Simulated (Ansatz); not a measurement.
Calculation for GaAs (zincblende type): DFT, LDA, all-electron PAW with datasets made for the crystal, scalar-relativistic (Ansatz 0.2.0). This run: the series' base cell.

The cell comes from a relaxation on PAW files under the same functional, begun from a prototype that needn't be the stable phase.

Command: `ansatz run input.yaml --threads 1 --pin off --max-ram 2048MiB --backend cpu --events-out ev --progress --plain --runs-dir out` It took 29 s on 1 thread of Intel(R) Xeon(R) Processor @ 2.50GHz (Skylake/Cascade Lake), with other jobs on the host, peak memory 0.56 GiB.

```yaml
crystal:
  lattice:
    - [0.0, 2.8017350116, 2.8017350116]
    - [2.8017350116, 0.0, 2.8017350116]
    - [2.8017350116, 2.8017350116, 0.0]
  atoms:
    - { symbol: Ga, position: [0.0, 0.0, 0.0] }
    - { symbol: As, position: [0.25, 0.25, 0.25] }
kpoints:
  mp_grid: { grid: [13, 13, 13] }
scf:
  occupations: { method: fermi_dirac, width: 0.08 }
hamiltonian:
  xc: lda
  pseudopotentials: { kind: all_electron, datasets: crystal }
output:
  forces: true
  stress: true
  eigenvalues: true
```

Output:

```
hamiltonian.pseudopotentials.datasets: crystal makes datasets for this crystal and solves the spheres of its atoms anew in each pass: cutoff 220.0 eV, the density's 1100.0 eV; for an error of 0.50 meV an atom under PBE, 1.0 meV for the cell; an energy difference from a run of another recipe may be off by several times the error for the cell, under r2SCAN by more, where some 0.1 meV an atom stays at smaller errors; Ga in spheres of 1.376 Å, 13 of its electrons in bands; As in spheres of 1.048 Å, 5 of its electrons in bands, 10 on its site; only band paths and densities of states list, in semicore columns, the levels of the semicore shells that are solved separately: 3d of As
Engine: ansatz 0.2.0
Pseudopotentials: kind: all_electron
Pseudopotential: Ga, paw, valence charge 13, recommended cutoff 220 eV (normal), crystal/all_electron/lda/scalar/gaussian/Ga, Koelling and Harmon's equation, gaussian nucleus
Pseudopotential: As, paw, valence charge 15, recommended cutoff 220 eV (normal), crystal/all_electron/lda/scalar/gaussian/As, Koelling and Harmon's equation, gaussian nucleus
Functional definition: SPW92
  exchange = slater_x
  correlation = pw_c
Crystal: 2 atoms, lattice volume = 43.986 Å³
Basis set: ecut = 220 eV, 331 PW (Γ)
Bands: 13, of which v1, the nominal top of the filled ones, is band 9 counted from 1 (8 counted from 0)
Symmetry: 24 space group operations
Space group: F-43m (ITA 216), of the structure as read, at distance tolerance 3.5e-5 Å
k-points: 84 of 2197 (time reversal used)
Non-local potential: Ga, projectors of the file, l = 0: 1, l = 1: 1, l = 2: 2
Non-local potential: As, projectors of the file, l = 0: 1, l = 1: 1
PAW form: soft (Blöchl's): semilocal exchange-correlation on the pseudo side does not see the compensation charge
PAW one-centre angular grid: Ga, 590 points (default); XC on its mesh's 1917 points in the sphere
PAW one-centre angular grid: As, 110 points (default); XC on its mesh's 1819 points in the sphere
Initial density: superposition of atomic densities (neutral atoms: chi_scale 0, normalization atom)
Initial wavefunctions: pseudopotential atomic-orbital guess
Functional: x = slater, c = lda
iter 1 solved again at ethr=3.45e-3 eV; its pass at ethr=1.00e-1 eV (dr2=6.21e-1 eV) is discarded
SCF iter   1: F=—  HF=-114266.365364 eV  |F-HF|=—  |Δ(HF+E_count)|=         —  Δρ=3.54e-2  dr2=6.49e-1  ethr=3.45e-3  ⟨swp⟩=3.5  Hψ=6338  notcnv=0
preconditioner: auto → none  [insulator: Δε(μ)=0.641 eV  Ē_g=15.234 eV  σ=0.080 eV  W_gap=0.93  n_scr=14 (ndim 8)  ℏωp=23.8 eV  f_vac=0.000  D(μ)=0.00/eV (n_scr^D=0)  ε∞_Penn≈3.4]
SCF iter   2: F=—  HF=-114266.162035 eV  |F-HF|=—  |Δ(HF+E_count)|=   2.03e-1  Δρ=1.39e-2  dr2=6.73e-2  ethr=3.45e-3  ⟨swp⟩=3.1  Hψ=2748  notcnv=0  defer=1
SCF iter   3: F=—  HF=-114266.148347 eV  |F-HF|=—  |Δ(HF+E_count)|=   1.37e-2  Δρ=4.33e-3  dr2=1.43e-2  ethr=3.74e-4  ⟨swp⟩=3.0  Hψ=2463  notcnv=0
iter 4 solved again at ethr=3.41e-7 eV; its pass at ethr=7.96e-5 eV (dr2=6.13e-5 eV) is discarded
SCF iter   4: F=—  HF=-114266.143962 eV  |F-HF|=—  |Δ(HF+E_count)|=   4.38e-3  Δρ=5.75e-4  dr2=6.69e-5  ethr=3.41e-7  ⟨swp⟩=3.0  Hψ=5935  notcnv=0
SCF iter   5: F=—  HF=-114266.143990 eV  |F-HF|=—  |Δ(HF+E_count)|=   2.81e-5  Δρ=2.15e-4  dr2=1.51e-5  ethr=3.41e-7  ⟨swp⟩=3.0  Hψ=2589  notcnv=0
SCF iter   6: F=—  HF=-114266.144012 eV  |F-HF|=—  |Δ(HF+E_count)|=   2.24e-5  Δρ=7.20e-5  dr2=1.26e-6  ethr=8.40e-8  ⟨swp⟩=3.0  Hψ=2492  notcnv=0
SCF iter   7: F=—  HF=-114266.144018 eV  |F-HF|=—  |Δ(HF+E_count)|=   5.32e-6  Δρ=8.90e-6  dr2=2.03e-8  ethr=7.00e-9  ⟨swp⟩=3.1  Hψ=2612  notcnv=0
SCF iter   8: F=—  HF=-114266.144018 eV  |F-HF|=—  |Δ(HF+E_count)|=   7.29e-8  Δρ=4.90e-6  dr2=1.69e-8  ethr=1.13e-10  ⟨swp⟩=3.0  Hψ=2613  notcnv=0
SCF iter   9: F=-114266.144018 eV  HF=-114266.144018 eV  |F-HF|=1.46e-11  |Δ(HF+E_count)|=   1.65e-8  Δρ=2.02e-7  dr2=1.69e-11  ethr=9.39e-11  ⟨swp⟩=3.0  Hψ=2568  notcnv=0
SCF 1 converged in 9 iterations: F = -114266.144016 eV  dr2 = 1.69e-11
  Residual-converged pass: ⟨swp⟩=2.0  Hψ=1646  notcnv=0  max |occ|·‖R‖ = 5.0e-6 eV (tolerance 5.3e-6 eV)  dr2=1.57e-11  dr2_onsite=5.25e-11  max |Δocc| = 4.7e-9
  greatest PAW one-centre occupation: 0.992 electrons in one spin orbital (limit 2), on the Ga atom at site 0 (counted from 0), in its partial waves of l = 2
SCF converged after 9 iterations
Free energy (F): -114266.144016 eV
Harris-Foulkes:  -114266.144016 eV  (|F-HF|=1.46e-11)
Internal energy: -114266.143904 eV  (E = F + TS)
E sigma→0 (E₀):  -114266.143960 eV
Entropy (-TS):   -0.000112 eV (-0.056 meV/atom)
Past the cutoff: the bands carry plane waves up to 1.75 times it, of which those up to 1.5 times it add -0.000251 eV an atom, each by itself; the spheres take 0.000485 eV an atom off the energy for waves past 1.75 times it
By the cutoff:   a pressure is off by up to 0.008 GPa (1.2 times the spheres' own share and the shells' term, over an atom's volume, and 0.004 GPa: a bound that held against runs at twice the plane waves)
Past the cutoffs: a stress includes 0.0050 GPa for waves and charges beyond them, in addition to the slope of what the spheres take
In the spheres:  the bands' charges fall short by 8.6e-7 e at most (sound up to 1e-3), those of shells solved beside the bands by 2.3e-7 e (sound up to 5e-4)
Fermi energy:    9.792395 eV
--- Per-component energies (eV) ---
  E_band       = -22.285241
  E_kinetic    = 115.541340
  E_local      = -3255.349318  (includes V_loc(G=0)·N_el)
  E_nonlocal   = -470.143052
  E_hartree    = 1508.018765
  E_xc         = -113.764543
  E_vxc        = -128.685549  (∫ρ·V_xc dr)
  E_paw        = -118577.350464  (= ΣΔE_a)
  E_vpaw       = -8549.508684  (= ΣTr[D̂ρ^β])
  E_ewald      = -2722.919409
  E_smearing   = -0.000112  (= −TS)
  E_closure    = 9249.822778  (closes the sum)
  Σ components = -114266.144016   (vs F -114266.144016, Δ=0.00e0)
  The terms above E_closure are by the made datasets' own strengths, without shells solved beside the bands.
--- Forces (eV/Å), atoms counted from 1 ---
  atom   1  Ga     0.00000000     0.00000000    -0.00000000
  atom   2  As    -0.00000000     0.00000000    -0.00000000
  max |Σ_I F_I| component: 1.02e-16 eV/Å
--- Stress (GPa, compression-positive) ---
        0.026366       0.000000      -0.000000
       -0.000000       0.026366       0.000000
       -0.000000       0.000000       0.026366
  P = ⅓ Tr σ = 0.0264 GPa (0.264 kbar)
  It holds what live shells' own plane waves past their cutoff add
--- Band table (eV; the first three rows and the last of 84) ---
  k-point 0: bands = ["-5.4849", "-5.4849", "-5.4849", "-5.3999", "-5.3999", "-3.5330", "9.4464", "9.4464", "9.4464", "9.9302", "13.1423"]
  k-point 1: bands = ["-5.4911", "-5.4834", "-5.4834", "-5.4000", "-5.4000", "-3.4605", "8.3090", "9.3437", "9.3437", "10.7357", "13.2659"]
  k-point 2: bands = ["-5.5073", "-5.4793", "-5.4793", "-5.4002", "-5.4002", "-3.2482", "6.8918", "9.0961", "9.0961", "11.0479", "13.6440"]
  k-point 83: bands = ["-5.5934", "-5.4510", "-5.4376", "-5.4118", "-5.3960", "-0.8977", "2.6735", "5.6658", "6.1571", "13.7937", "14.0297"]
```

Next run (volume at 0.8 of the series' base cell), as changes to the input before:

```diff
   lattice:
-    - [0.0, 2.8017350116, 2.8017350116]
-    - [2.8017350116, 0.0, 2.8017350116]
-    - [2.8017350116, 2.8017350116, 0.0]
+    - [0.0, 2.6009003889, 2.6009003889]
+    - [2.6009003889, 0.0, 2.6009003889]
+    - [2.6009003889, 2.6009003889, 0.0]
   atoms:
```

Command: `ansatz run input.yaml --threads 1 --pin off --max-ram 2048MiB --backend cpu --events-out ev --progress --plain --runs-dir out` It took 60 s on 1 thread of Intel(R) Xeon(R) Processor @ 2.50GHz (Skylake/Cascade Lake) (shared host), peak memory 0.85 GiB.

Results part of the output:

```
SCF 1 converged in 8 iterations: F = -114265.526778 eV  dr2 = 2.65e-9
  Residual-converged pass: ⟨swp⟩=3.0  Hψ=3260  notcnv=0  max |occ|·‖R‖ = 5.1e-6 eV (tolerance 5.3e-6 eV)  dr2=2.66e-9  dr2_onsite=2.31e-8  max |Δocc| = 5.0e-11
  greatest PAW one-centre occupation: 0.988 electrons in one spin orbital (limit 2), on the As atom at site 1 (counted from 0), in its partial waves of l = 2
SCF converged after 8 iterations
Free energy (F): -114265.526778 eV
Harris-Foulkes:  -114265.526778 eV  (|F-HF|=5.40e-9)
Internal energy: -114265.526715 eV  (E = F + TS)
E sigma→0 (E₀):  -114265.526746 eV
Entropy (-TS):   -0.000063 eV (-0.032 meV/atom)
Past the cutoff: the bands carry plane waves up to 1.75 times it, of which those up to 1.5 times it add -0.000284 eV an atom, each by itself; the spheres take 0.000551 eV an atom off the energy for waves past 1.75 times it
By the cutoff:   a pressure is off by up to 0.010 GPa (1.2 times the spheres' own share and the shells' term, over an atom's volume, and 0.004 GPa: a bound that held against runs at twice the plane waves)
Past the cutoffs: a stress includes 0.0029 GPa for waves and charges beyond them, in addition to the slope of what the spheres take
In the spheres:  the bands' charges fall short by 2.0e-6 e at most (sound up to 1e-3), those of shells solved beside the bands by 3.3e-8 e (sound up to 5e-4)
Fermi energy:    13.657072 eV
--- Per-component energies (eV) ---
  E_band       = -191.600856
  E_kinetic    = 248.800129
  E_local      = -7966.357785  (includes V_loc(G=0)·N_el)
  E_nonlocal   = -474.088398
  E_hartree    = 3712.711290
  E_xc         = -117.426726
  E_vxc        = -146.594687  (∫ρ·V_xc dr)
  E_paw        = -119492.477727  (= ΣΔE_a)
  E_vpaw       = -14195.301602  (= ΣTr[D̂ρ^β])
  E_ewald      = -5093.206603
  E_smearing   = -0.000063  (= −TS)
  E_closure    = 14916.519107  (closes the sum)
  Σ components = -114265.526778   (vs F -114265.526778, Δ=0.00e0)
  The terms above E_closure are by the made datasets' own strengths, without shells solved beside the bands.
--- Forces (eV/Å), atoms counted from 1 ---
  atom   1  Ga     0.00000000     0.00000000     0.00000000
  atom   2  As    -0.00000000     0.00000000     0.00000000
  max |Σ_I F_I| component: 1.11e-16 eV/Å
--- Stress (GPa, compression-positive) ---
       27.567992      -0.000000      -0.000000
       -0.000000      27.567992       0.000000
       -0.000000       0.000000      27.567992
  P = ⅓ Tr σ = 27.5680 GPa (275.680 kbar)
  It holds what live shells' own plane waves past their cutoff add
--- Band table (eV; the first three rows and the last of 84) ---
  k-point 0: bands = ["-22.4705", "-22.4705", "-22.4705", "-22.4470", "-22.4470", "-2.3164", "-2.3164", "-2.3164", "-2.1541", "-2.1541", "-1.6240", "13.2676", "13.2676", "13.2676", "15.5498", "16.9563"]
  k-point 1: bands = ["-22.4705", "-22.4704", "-22.4704", "-22.4469", "-22.4469", "-2.3424", "-2.3132", "-2.3132", "-2.1544", "-2.1544", "-1.5135", "12.2506", "13.1182", "13.1182", "15.9557", "17.1623"]
  k-point 2: bands = ["-22.4705", "-22.4700", "-22.4700", "-22.4468", "-22.4468", "-2.3944", "-2.3048", "-2.3048", "-2.1550", "-2.1550", "-1.2098", "10.5441", "12.7723", "12.7723", "15.8233", "17.6172"]
  k-point 83: bands = ["-22.4701", "-22.4688", "-22.4655", "-22.4474", "-22.4449", "-2.5444", "-2.2452", "-2.2278", "-2.1777", "-2.1498", "2.2089", "5.3917", "8.2100", "8.8171", "17.7982", "18.5914"]
```

Next run (volume at 0.55 of the series' base cell), as changes to the input before:

```diff
   lattice:
-    - [0.0, 2.6009003889, 2.6009003889]
-    - [2.6009003889, 0.0, 2.6009003889]
-    - [2.6009003889, 2.6009003889, 0.0]
+    - [0.0, 2.2955210896, 2.2955210896]
+    - [2.2955210896, 0.0, 2.2955210896]
+    - [2.2955210896, 2.2955210896, 0.0]
   atoms:
```

Command: `ansatz run input.yaml --threads 1 --pin off --max-ram 2048MiB --backend cpu --events-out ev --progress --plain --runs-dir out` It took 46 s on 1 thread of Intel(R) Xeon(R) Processor @ 2.50GHz (Skylake/Cascade Lake), on a shared host, peak memory 0.64 GiB.

Results part of the output:

```
SCF 1 converged in 8 iterations: F = -114260.089030 eV  dr2 = 1.29e-8
  Residual-converged pass: ⟨swp⟩=3.1  Hψ=2616  notcnv=0  max |occ|·‖R‖ = 5.2e-6 eV (tolerance 5.3e-6 eV)  dr2=1.19e-8  dr2_onsite=3.79e-8  max |Δocc| = 2.2e-10
  greatest PAW one-centre occupation: 0.963 electrons in one spin orbital (limit 2), on the Ga atom at site 0 (counted from 0), in its partial waves of l = 2
SCF converged after 8 iterations
Free energy (F): -114260.089030 eV
Harris-Foulkes:  -114260.089030 eV  (|F-HF|=3.34e-8)
Internal energy: -114260.085793 eV  (E = F + TS)
E sigma→0 (E₀):  -114260.087412 eV
Entropy (-TS):   -0.003237 eV (-1.619 meV/atom)
Past the cutoff: the bands carry plane waves up to 1.75 times it, of which those up to 1.5 times it add -0.000239 eV an atom, each by itself; the spheres take 0.000374 eV an atom off the energy for waves past 1.75 times it
By the cutoff:   a pressure is off by up to 0.012 GPa (1.2 times the spheres' own share and the shells' term, over an atom's volume, and 0.004 GPa: a bound that held against runs at twice the plane waves)
Past the cutoffs: a stress includes 0.0015 GPa for waves and charges beyond them, in addition to the slope of what the spheres take
In the spheres:  the bands' charges fall short by 3.3e-7 e at most (sound up to 1e-3), those of shells solved beside the bands by 5.6e-7 e (sound up to 5e-4)
Fermi energy:    21.876109 eV
--- Per-component energies (eV) ---
  E_band       = 151.042775
  E_kinetic    = 256.537107
  E_local      = -10440.582694  (includes V_loc(G=0)·N_el)
  E_nonlocal   = 194.470132
  E_hartree    = 4993.364149
  E_xc         = -181.481168
  E_vxc        = -185.171736  (∫ρ·V_xc dr)
  E_paw        = -120135.844505  (= ΣΔE_a)
  E_vpaw       = -18903.681080  (= ΣTr[D̂ρ^β])
  E_ewald      = -8189.290070
  E_smearing   = -0.003237  (= −TS)
  E_closure    = 19242.741258  (closes the sum)
  Σ components = -114260.089030   (vs F -114260.089030, Δ=-1.46e-11)
  The terms above E_closure are by the made datasets' own strengths, without shells solved beside the bands.
--- Forces (eV/Å), atoms counted from 1 ---
  atom   1  Ga     0.00000000     0.00000000     0.00000000
  atom   2  As    -0.00000000     0.00000000    -0.00000000
  max |Σ_I F_I| component: 2.78e-17 eV/Å
--- Stress (GPa, compression-positive) ---
      166.957083       0.000000      -0.000000
       -0.000000     166.957083       0.000000
       -0.000000       0.000000     166.957083
  P = ⅓ Tr σ = 166.9571 GPa (1669.571 kbar)
  It holds what live shells' own plane waves past their cutoff add
--- Band table (eV; the first three rows and the last of 84) ---
  k-point 0: bands = ["2.6515", "4.1005", "4.1005", "4.1005", "4.5035", "4.5035", "22.1306", "22.1306", "22.1306", "25.4227", "25.4227", "25.4227"]
  k-point 1: bands = ["2.7463", "4.1092", "4.1092", "4.1231", "4.5019", "4.5019", "20.8069", "21.8372", "21.8372", "25.7354", "25.7888", "25.7888"]
  k-point 2: bands = ["2.9939", "4.1319", "4.1319", "4.2286", "4.4986", "4.4986", "18.4829", "21.2336", "21.2336", "25.6624", "26.4968", "26.4968"]
  k-point 83: bands = ["3.5550", "4.2613", "4.3060", "4.4617", "4.4917", "9.2125", "11.6687", "14.0367", "14.8765", "26.5015", "27.5979", "28.8140"]
```

The structure type is held throughout; the real material can change phase at far lower pressure.
